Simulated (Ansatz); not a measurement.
# Property card for Cu

Cu:
```
Cu
1.0
    2.53103     0.00000     0.00000
   -1.26552     2.19194     0.00000
    0.00000     0.00000     8.25305
Cu
4
Direct
  0.00000   0.00000   0.00000
  0.00000   0.00000   0.50000
  0.33333   0.66667   0.25000
  0.66667   0.33333   0.75000
```

Space group P6_3/mmc (No. 194), dhcp (α-La type); conventional cell a = 2.531 Å, b = 2.531 Å, c = 8.253 Å, α = 90.00°, β = 90.00°, γ = 120.00°.

Method: DFT-r²SCAN in the program Ansatz with PAW potentials. Structure relaxed to zero pressure with the same functional. Other levels are named where they apply.

Cell and energy:

```
Item                  Value
---------------  ----------
Volume per atom    11.45 Å³
Density          9.22 g/cm³
```

Electronic structure:

```
Item                                                                         Value
------------------------------------  --------------------------------------------
Electronic character                                             metallic (no gap)
Density of states at the Fermi level  0.30 states/eV per atom (mean over ±0.08 eV)
```

Mechanics:

```
Item                                                                                          Result
--------------------------------------------  ------------------------------------------------------
Bulk modulus (Birch–Murnaghan fit)                                                           162 GPa
Pressure derivative B′                                                                           5.1
Elastic constants (relaxed ions, GPa)         C11 = 243, C12 = 140, C13 = 101, C33 = 289, C44 = 48.7
Mechanical stability                                          stable (all eigenvalues of C positive)
Hill bulk and shear moduli                                                          162 and 57.0 GPa
Young's modulus                                                                              153 GPa
Poisson's ratio                                                                                 0.34
Debye temperature from the elastic constants                                                   369 K
```

Phonons:

```
Quantity                                        Value
-----------------------------  ----------------------
Highest zone-centre frequency               258 cm^-1
Zone-centre stability          no imaginary mode at Γ
```

The workflow started from a Materials Project entry (that database holds measured and hypothetical structures alike); the Crystallography Open Database copy checked does not list it. It is not the phase usual at ambient conditions (space group No. 225). Symmetry was held in the r²SCAN relaxation. The run is not spin-polarised. As this level gives no gap, shear constants depend on the k-mesh and smearing (Fermi–Dirac, 0.1 eV here). As this level gives no gap, phonon frequencies hold no LO–TO term and depend on the k-mesh and smearing (Fermi–Dirac, 0.1 eV here). Axis ratios of metals converge slowly with the k-mesh, so a and c are less sure than the volume. On the denser mesh and wider smearing of the elastic run this cell carries a stress of 0.6 GPa.

Potentials: the later of the program's two PAW sets.
